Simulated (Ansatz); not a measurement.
## Computed properties of C

C:
```
CELL_PARAMETERS angstrom
      2.32500     4.58090     0.00000
     -2.32500     4.58090     0.00000
     -1.54291     0.00000     3.25435
ATOMIC_POSITIONS crystal
  C  0.78271 0.82364 0.44804
  C  0.21729 0.17636 0.55196
  C  0.82364 0.78271 0.05196
  C  0.17636 0.21729 0.94804
  C  0.09034 0.57184 0.87676
  C  0.90966 0.42816 0.12324
  C  0.57184 0.09034 0.62324
  C  0.42816 0.90966 0.37676
```

Space group C2/c (No. 15); conventional cell a = 4.6500 Å, b = 9.1618 Å, c = 3.6016 Å, α = γ = 90.00°, β = 115.37°.

Method: plane-wave PAW r²SCAN (Ansatz code). Geometry: relaxed at this level of theory. Other levels are named where they apply.

Cell and energy:

| Item | Value |
|---|---|
| Volume per atom | 8.67 Å³ |
| Density | 2.30 g/cm³ |

Electronic structure:

| Property | Value |
|---|---|
| Band gap | 0.40 eV (indirect) |
| Valence-band maximum | at Γ |
| Conduction-band minimum | off the standard path, at k = (0.227, -0.466, -0.419) |
| Smallest direct gap on the standard path | 1.25 eV |
| Electron effective mass | 0.40, 0.45, 3.0 mₑ (principal values) |
| Hole effective mass | 0.52, 1.1, 2.8 mₑ (principal values) |
| HSE06 gap on the r²SCAN cell | 1.00 eV |

Mechanics:

| Item | Value |
|---|---|
| Elastic constants (relaxed ions, GPa) | C11 = 383, C22 = 20.4, C33 = 635, C12 = 4.2, C13 = 75.2, C23 = 3.0, C44 = 4.1, C55 = 282, C66 = -0.9, C15 = -118, C25 = -0.4, C35 = -70.8, C46 = -2.2 |
| Mechanical stability | marginal (the smallest eigenvalue of C is near zero) |

The start of the workflow was typed in or built on a structure type; neither database checked (COD, Materials Project) lists it. It is not the phase usual at ambient conditions (space group No. 194, 227). Symmetry was held in the r²SCAN relaxation; its stability against distortions is not shown here. The volume moved by 103 % from the start of the relaxation.

Potentials: the earlier of the program's two PAW sets.
